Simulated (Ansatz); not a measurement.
An Ansatz (a quantum-chemistry and plane-wave program) run. Input:

Ansatz 0.2 input:
```yaml
crystal:
  lattice:
    - [5.9987820384, 0.0, 0.0]
    - [0.0, 5.9987820384, 0.0]
    - [0.0, 0.0, 5.9987820384]
  atoms:
    - { symbol: Cs, position: [0.0, 0.0, 0.0] }
    - { symbol: Pb, position: [0.5, 0.5, 0.5] }
    - { symbol: Br, position: [0.5, 0.5, 0.0] }
    - { symbol: Br, position: [0.0, 0.5, 0.5] }
    - { symbol: Br, position: [0.5, 0.0, 0.5] }
kpoints:
  mp_grid: { grid: [4, 4, 4] }
basis: { xc_grid: 2 }
hamiltonian:
  xc: pbe
  pseudopotentials: { kind: paw }
scf:
  occupations: { method: fixed }
output:
  optics: { e_range: [0.0, 15.0], de: 0.05, sigma: 0.1, bands: { spectra_wanted_up_to: 12 eV } }
```

Output (shortened):

```
output.optics: the spectra are integrated over the Brillouin zone by k·p interpolation around the k-points, where levels, occupations, output.optics.sigma and …
Pseudopotential: Cs, paw, valence charge 9
Pseudopotential: Pb, paw, valence charge 14
Pseudopotential: Br, paw, valence charge 7
Functional definition: PBE
Crystal: 5 atoms, lattice volume = 215.868 Å³
Basis set: ecut = 420 eV, 4169 PW (Γ), exchange–correlation on 90×90×90 points (8 copies of the dense FFT grid, shifted against one another)
Bands: 27, of which v1, the nominal top of the filled ones, is band 22 counted from 1 (21 counted from 0)
Symmetry: 48 space group operations
Space group: Pm-3m (ITA 221), of the structure as read, at distance tolerance 6.0e-5 Å
k-points: 10 of 64
SCF iter   1: F=—  HF=-25933.252120 eV  |F-HF|=—  |Δ(HF+E_count)|=         —  Δρ=5.35e-4  dr2=8.80e-4  ethr=1.77e-3  ⟨swp⟩=5.1  Hψ=1122  notcnv=0  defer=25
preconditioner: auto → Resta (q_TF=auto, 2.093 Å⁻¹)
SCF iter   2: F=—  HF=-25933.251731 eV  |F-HF|=—  |Δ(HF+E_count)|=   3.89e-4  Δρ=2.44e-4  dr2=1.62e-4  ethr=2.00e-6  ⟨swp⟩=3.1  Hψ=721  notcnv=0  defer=28
SCF iter   3: F=—  HF=-25933.251823 eV  |F-HF|=—  |Δ(HF+E_count)|=   9.21e-5  Δρ=8.68e-5  dr2=1.46e-5  ethr=3.68e-7  ⟨swp⟩=2.0  Hψ=474  notcnv=0  defer=28
SCF iter   4: F=—  HF=-25933.251859 eV  |F-HF|=—  |Δ(HF+E_count)|=   3.52e-5  Δρ=3.33e-5  dr2=2.85e-6  ethr=3.31e-8  ⟨swp⟩=2.0  Hψ=398  notcnv=0  defer=25
SCF iter   5: F=—  HF=-25933.251804 eV  |F-HF|=—  |Δ(HF+E_count)|=   5.41e-5  Δρ=5.26e-6  dr2=1.05e-7  ethr=6.47e-9  ⟨swp⟩=2.0  Hψ=443  notcnv=0  defer=20
SCF iter   6: F=—  HF=-25933.251805 eV  |F-HF|=—  |Δ(HF+E_count)|=   2.88e-7  Δρ=8.98e-7  dr2=2.09e-9  ethr=2.38e-10  ⟨swp⟩=2.0  Hψ=459  notcnv=0  defer=21
SCF iter   7: F=—  HF=-25933.251805 eV  |F-HF|=—  |Δ(HF+E_count)|=   8.94e-9  Δρ=1.62e-7  dr2=8.75e-11  ethr=4.75e-12  ⟨swp⟩=2.0  Hψ=480  notcnv=0  defer=21
SCF iter   8: F=-25933.251805 eV  HF=-25933.251805 eV  |F-HF|=1.46e-11  |Δ(HF+E_count)|=  2.04e-10  Δρ=2.98e-8  dr2=2.30e-12  ethr=1.00e-12  ⟨swp⟩=12.2  Hψ=1320  notcnv=0
SCF 1 converged in 8 iterations: F = -25933.251805 eV  dr2 = 2.30e-12
NSCF: frozen V_eff on 10 k-points
Optics k sum: 0 of 10 k-points
Optics k sum: 1 of 10 k-points
Optics k sum: 2 of 10 k-points
Optics k sum: 3 of 10 k-points
Optics k sum: 4 of 10 k-points
Optics k sum: 5 of 10 k-points
Optics k sum: 6 of 10 k-points
Optics k sum: 7 of 10 k-points
Optics k sum: 8 of 10 k-points
Optics k sum: 9 of 10 k-points
Optics k sum: 10 of 10 k-points
Optics k sum: 0 of 10 k-points
Optics k sum: 1 of 10 k-points
Optics k sum: 2 of 10 k-points
Optics k sum: 3 of 10 k-points
Optics k sum: 4 of 10 k-points
Optics k sum: 5 of 10 k-points
Optics k sum: 6 of 10 k-points
Optics k sum: 7 of 10 k-points
Optics k sum: 8 of 10 k-points
Optics k sum: 9 of 10 k-points
Optics k sum: 10 of 10 k-points
output.optics: what the bands over the 72 summed would add to eps1, eps2 and the energy-loss function is held between a lower and an upper bound (7 Lanczos …
SCF converged after 8 iterations
Free energy (F): -25933.251805 eV
Harris-Foulkes:  -25933.251805 eV  (|F-HF|=1.46e-11)
Internal energy: -25933.251805 eV  (E = F + TS)
E sigma→0 (E₀):  -25933.251805 eV
Fermi energy:    2.951645 eV
--- Per-component energies (eV) ---
  E_band       = -263.549897
  E_kinetic    = 827.589760
  E_local      = -2731.828240  (includes V_loc(G=0)·N_el)
  E_nonlocal   = 590.783030
  E_hartree    = 1002.236870
  E_xc         = -1188.836476
  E_vxc        = -569.467357  (∫ρ·V_xc dr)
  E_paw        = -22209.242497  (= ΣΔE_a)
  E_vpaw       = -385.100855  (= ΣTr[D̂ρ^β])
  E_aug_tail   = 0.000046  (compensation charges beyond the density's cutoff)
  E_ewald      = -2223.954298
  E_smearing   =  0.000000  (= −TS)
  E_closure    =  0.000000  (closes the sum)
  Σ components = -25933.251805   (vs F -25933.251805, Δ=0.00e0)
  [band-id]    e_kinetic+e_local+e_nonlocal+2·e_hartree+e_vxc+e_vpaw+e_augmentation_tail = -263.549876   (vs E_band -263.549897, Δ=2.13e-5)
--- Band table (eV; the first three rows and the last of 10) ---
  k-point 0: bands = ["-18.2652", "-13.7108", "-13.7108", "-13.6025", "-13.6025", "-13.6025", "-11.3373", "-10.7660", "-10.7660", "-5.0492", "-5.0492", "-5.0492", "-3.8732", "-0.8265", "-0.8265", "-0.8265", "1.2085", "1.2085", "1.2085", "1.2983", "1.2983", …
  k-point 1: bands = ["-18.2649", "-13.7108", "-13.6895", "-13.6028", "-13.6028", "-13.6025", "-11.2796", "-10.8615", "-10.7654", "-5.0464", "-5.0450", "-5.0450", "-4.2292", "-0.7833", "-0.7833", "0.0106", "1.1473", "1.1473", "1.1532", "1.2503", "1.2503", …
  k-point 2: bands = ["-18.2646", "-13.7107", "-13.6679", "-13.6032", "-13.6032", "-13.6025", "-11.1652", "-11.0145", "-10.7647", "-5.0436", "-5.0408", "-5.0408", "-4.4929", "-0.7370", "-0.7370", "0.6143", "1.0726", "1.0726", "1.1001", "1.2143", "1.2143", …
  k-point 9: bands = ["-18.2634", "-13.6436", "-13.6436", "-13.6038", "-13.6038", "-13.6038", "-11.0119", "-11.0119", "-11.0119", "-5.5388", "-5.0747", "-5.0747", "-5.0747", "0.5522", "0.5522", "0.5522", "1.0412", "1.0412", "1.6395", "1.6395", "1.6395", …
```

Cost: around 70 core-seconds (rough) on shared cores.

This is a known high-temperature phase of the composition, computed here at zero pressure and temperature. The cell was relaxed with PBE under the symmetry of its start; of distortions, only those at the zone centre were tested. Scalar-relativistic: spin–orbit coupling is off unless named, which matters more the heavier the elements.

Potentials: the later of the program's two PAW sets.

Ansatz is a plane-wave DFT program.
